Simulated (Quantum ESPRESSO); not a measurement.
GeSi6C, a curve over strain

A calculation, not a measurement. The program is pw.x of Quantum ESPRESSO 7.5 (plane-wave density functional theory). The cell is made up: 8 atoms on a zincblende/diamond lattice, with randomly drawn elements, strain and displacements, not relaxed. PseudoDojo standard norm-conserving files (v0.5 for PBE, v0.4.1 for LDA and PBEsol) set the functional; there is no spin polarisation, spin-orbit coupling or dispersion term, and the masses in the input are unused placeholders.

Seven runs add a strain to one cell (along z); the atoms follow the cell and are not relaxed. Stress in the table is positive in tension.

Input of the run at +0.0022:

```
&control calculation='scf', pseudo_dir='./dojo.nc.sr.pbe.v0_5.standard.upf', outdir='./o', disk_io='low', tprnfor=.true., tstress=.true. /
&system ibrav=0, nat=8, ntyp=3, nbnd=31, ecutwfc=82.02448710, nosym=.true., tot_charge=0,
 occupations='smearing', smearing='fd', degauss=0.0073498644
/
&electrons conv_thr=7.350e-09, electron_maxstep=60, /
ATOMIC_SPECIES
C 1.0 C.upf
Ge 1.0 Ge.upf
Si 1.0 Si.upf
CELL_PARAMETERS angstrom
5.6266 0.0 0.0
0.0 5.6266 0.0
0.0 0.0 5.639
ATOMIC_POSITIONS angstrom
Ge 0.0698 -0.0283 -0.0147
Si 0.0071 3.0141 2.7393
Si 2.8788 -0.1239 2.8384
Si 2.8741 2.8267 -0.0433
C 1.3118 1.453 1.4483
Si 1.4493 4.328 4.2972
Si 4.1529 1.3243 4.2512
Si 4.2165 4.2507 1.4536
K_POINTS automatic
6 6 6 1 1 1
```

| added strain | free energy less that of the input shown (eV) | stress xx (GPa) | stress yy (GPa) | stress zz (GPa) | stress xy (GPa) | pressure (GPa) | iterations |
| --- | --- | --- | --- | --- | --- | --- | --- |
| -0.0206 | -0.1923 | 7.70 | 9.22 | 6.44 | 2.18 | -7.79 | 11 |
| -0.0143 | -0.1449 | 7.86 | 9.34 | 7.09 | 2.11 | -8.10 | 11 |
| +0.0022 | 0.0000 | 8.23 | 9.60 | 8.74 | 1.90 | -8.86 | 11 |
| +0.0046 | 0.0237 | 8.27 | 9.63 | 8.97 | 1.87 | -8.96 | 11 |
| +0.0122 | 0.1026 | 8.40 | 9.72 | 9.70 | 1.79 | -9.27 | 11 |
| +0.0173 | 0.1589 | 8.48 | 9.77 | 10.18 | 1.73 | -9.48 | 11 |
| +0.0238 | 0.2343 | 8.58 | 9.83 | 10.78 | 1.65 | -9.73 | 11 |

A cubic fit gives a slope of stress zz against the added strain of 98 GPa at zero added strain, with the atoms clamped. Across the table the free energy follows the integral of the stress to within 0.7 meV. A rerun of one of the cells at 1347 eV and a 8 x 8 x 8 mesh moved values by no more than 0.003 eV in energy, 0.02 GPa in stress and 0.008 eV/Å in force.